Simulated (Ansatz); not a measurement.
# HfOs: frozen-core PAW against all-electron methods

```
Hf Os
1.0
     3.23900    0.00000    0.00000
     0.00000    3.23900    0.00000
     0.00000    0.00000    3.23900
Hf Os
1 1
Direct
  0.00000 0.00000 0.00000
  0.50000 0.50000 0.50000
```

Atom numbers follow the list: Hf1, Os2.

Conventional cell: a = 3.239 Å, b = 3.239 Å, c = 3.239 Å, α = 90.00°, β = 90.00°, γ = 90.00°. Hf (atom 1) has 8 Os at 2.81 Å as nearest neighbours. Os (atom 2) is surrounded by 8 Hf at 2.81 Å.

The geometry is COD entry 1523505, unchecked; take it as a test cell.

Spin–orbit coupling is left out, though it moves levels of the heavy atoms by tenths of an eV or more.

Methods: DFT, PBEsol, PAW with Ansatz's default frozen-core files, scalar-relativistic (Ansatz 0.2.0); DFT, PBEsol, all-electron PAW with datasets made for the crystal, scalar-relativistic (Ansatz 0.2.0); DFT, PBEsol, all-electron LAPW, scalar-relativistic (Ansatz 0.2.0).

For PAW: a Γ-centred 10×10×10 k mesh, Fermi–Dirac smearing of 0.05 eV, cutoff 420 eV, no spin polarisation; the PAW files were made with PBE, and the program remakes their frozen cores for this functional. The crystal-made all-electron datasets (AE datasets) take a cutoff of 460 eV at this cell. LAPW targets a basis error of 1 meV/atom. The Ansatz runs share mesh, smearing and spin set-up. Plane-wave (PAW) pressures include the program's estimate of the Pulay term.

Stress and pressure are positive in compression.

Levels count from the Fermi level.

```
                      quantity     PAW  AE datasets    LAPW
                pressure (GPa)   -3.56        -3.53   -3.53
highest filled level at Γ (eV)  -1.626       -1.628  -1.628
  lowest empty level at Γ (eV)   2.453        2.453   2.453
highest filled level at R (eV)  -2.099       -2.098  -2.098
  lowest empty level at R (eV)   0.568        0.569   0.569
```
